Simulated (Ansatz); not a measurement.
Tl (hcp, Mg type)

```
CELL_PARAMETERS angstrom
      3.52070     0.00000     0.00000
     -1.76035     3.04902     0.00000
      0.00000     0.00000     5.60254
ATOMIC_POSITIONS crystal
  Tl 0.33333 0.66667 0.75000
  Tl 0.66667 0.33333 0.25000
```

This relaxed cell (volume V₀) is scaled evenly in all directions, its shape held. Symmetry pins the atoms to their sites.

The numbers are results of r2SCAN (plane waves to 500 eV, PAW, scalar-relativistic; Ansatz, a quantum-chemistry and plane-wave program), not measurements. k mesh 15×15×9 (Γ-centred), Fermi-Dirac smearing 0.05 eV. Energies are smeared free energies. Stress and pressure are positive under compression. With the shape held, the modulus is that of even scaling; a crystal free to change shape is softer. Spin-orbit coupling is left out, though Tl is heavy. The PAW data are Ansatz's earlier set. Tl was relaxed with its symmetry unable to fall. The zero of ΔE is the relaxed starting cell. The last digit holds for this mesh only.

```
V (Å³/atom)  ΔE (meV/atom)
-----------  -------------
25.259               111.1
26.061            withheld
26.863                43.3
27.665                22.9
28.467                 9.6
29.269                 2.3
30.071                 0.0
30.873                 2.0
31.674                 7.6
32.476                16.2
33.278                27.4
34.080                40.6
34.882                55.7
```

### Question
Fit a third-order Birch-Murnaghan form (E₀, V₀, B₀, B₀′ free) to the given rows and predict ΔE at V = 26.061.

### Answer
Least squares on the 12 given rows: ΔE = E₀ + (9V₀B₀/16)·y²·[2 + (B₀′ − 4)y], y = (V₀/V)^(2/3) − 1, with V₀ = 30.073 Å³/atom, B₀ = 31.84 GPa (160.2 GPa = 1 eV/Å³; the term in eV is multiplied by 1000), B₀′ = 5.40, E₀ = 0.01 meV/atom; root-mean-square residual 0.02 meV/atom. At 26.061 the fit gives 72.2 meV/atom; the calculation gives 72.2 meV/atom, the same to the digits shown. For the pressure the fit gives 6.7 GPa against the computed 6.7 GPa.

(Under strain, the slope of the energy per volume gives the stress and its curvature an elastic modulus.)
